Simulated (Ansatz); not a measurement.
Ag:
```cif
data_Ag4
_chemical_formula_sum 'Ag4'
_space_group_name_H-M_alt 'I41/amd :1'
_space_group_IT_number 141
_space_group_name_Hall 'I 4bw 2bw -1bw'
_cell_length_a 5.32951
_cell_length_b 5.32951
_cell_length_c 2.78350
_cell_angle_alpha 90.000
_cell_angle_beta 90.000
_cell_angle_gamma 90.000
loop_
_atom_site_label
_atom_site_type_symbol
_atom_site_symmetry_multiplicity
_atom_site_Wyckoff_symbol
_atom_site_fract_x
_atom_site_fract_y
_atom_site_fract_z
_atom_site_occupancy
Ag1 Ag 4 a 0.00000 0.00000 0.00000 1
```
(The calculation used a cell of 2 atoms; values per cell refer to that cell.)

Relaxed at zero pressure with PBE in the plane-wave PAW code Ansatz.

### Question
The volume is raised by 9 % and shape and atoms relax at that volume. What pressure results, and how do the axes share the change?

### Answer
-4.9 GPa; a 3.1 %, b 3.1 %, c 2.6 %; the energy rises by 30 meV/atom.

### Question
Give the new structure.

### Answer

Space group I4₁/amd, origin choice 1 (No. 141); a = b = 5.4930 Å, c = 2.8561 Å, α = β = γ = 90.00°

```json
[
 {"atom": "Ag", "site": "4a", "symmetry": "-4m2", "x": "0.0000", "y": "0.0000", "z": "0.0000"}
]
```

The phase is kept; no other phase was compared at this pressure.

Space group I4_1/amd (β-Sn type). The start of the workflow was typed in or built on a structure type; neither database checked (COD, Materials Project) lists it. It is not the phase usual at ambient conditions (space group No. 225). The cell was relaxed with PBE under the symmetry of its start; its stability against distortions is not shown here. The run is not spin-polarised. Axis ratios of metals converge slowly with the k-mesh, so a and c are less sure than the volume.

Potentials: the earlier of the program's two PAW sets.
